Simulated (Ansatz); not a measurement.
# Notes on LuSb

```xyz
8
Lattice="6.4946 0.0000 0.0000 0.0000 4.0339 0.0000 0.0000 0.0000 7.1690" Properties=species:S:1:pos:R:3 pbc="T T T"
Lu    0.0344    1.0085    1.4603
Lu    3.2129    3.0254    5.0448
Lu    3.2817    1.0085    2.1242
Lu    6.4602    3.0254    5.7086
Sb    1.2937    1.0085    4.1637
Sb    1.9536    3.0254    0.5793
Sb    4.5410    1.0085    6.5897
Sb    5.2009    3.0254    3.0052
```

Single point in Ansatz 0.2.0 with r2SCAN, no spin polarisation. Cutoff 500 eV, PAW datasets, 5×8×5 Γ-centred k mesh, fermi-dirac filling (width 0.1 eV).

Q: What does the stress say?

A: The pressure is 19.3 GPa (compression positive), so with the atoms held at these fractions the cell would first expand. The principal stresses 17.5, 17.5, 22.9 GPa differ, so its shape would change too.

Q: Where is the largest force?

A: The largest is on Sb8 (and as large on other atoms): 0.64 eV/Å, components (-0.62, 0.00, 0.16). It makes 31° with the line to a nearest neighbour, Lu2 at 2.85 Å, pointing towards it.

Q: Describe some of the short contacts.

A: Lu–Sb at 2.85 Å: least valence density 0.31 e/Å³ and ELF 0.30 there. Lu–Lu at 3.31 Å: least valence density 0.14 e/Å³ and ELF 0.16 there. These are pseudo-fields; inside the PAW spheres they differ from the all-electron ones.

Q: Metal or insulator?

A: It is a metal, with about 0.99 states/eV a cell as the mean within 0.25 eV of the Fermi level, mostly Lu d (70 %) and Sb p (25 %).

Q: Which element gives electrons and which takes them?

A: Bader charges in e: Lu +1.49, Sb -1.49. In the mean Lu gives up most and Sb takes most.

Q: What is the formation energy?

A: -0.80 eV an atom against the elements' usual phases (free molecules for gases, crystals otherwise, with no correction for O₂ or N₂), so it is bound against them; other compounds may still compete. Relaxing would lower it.

Origin: a known structure type with other elements, at an estimated volume, so it need not be a known compound. Caveats: atoms or cell far from equilibrium.
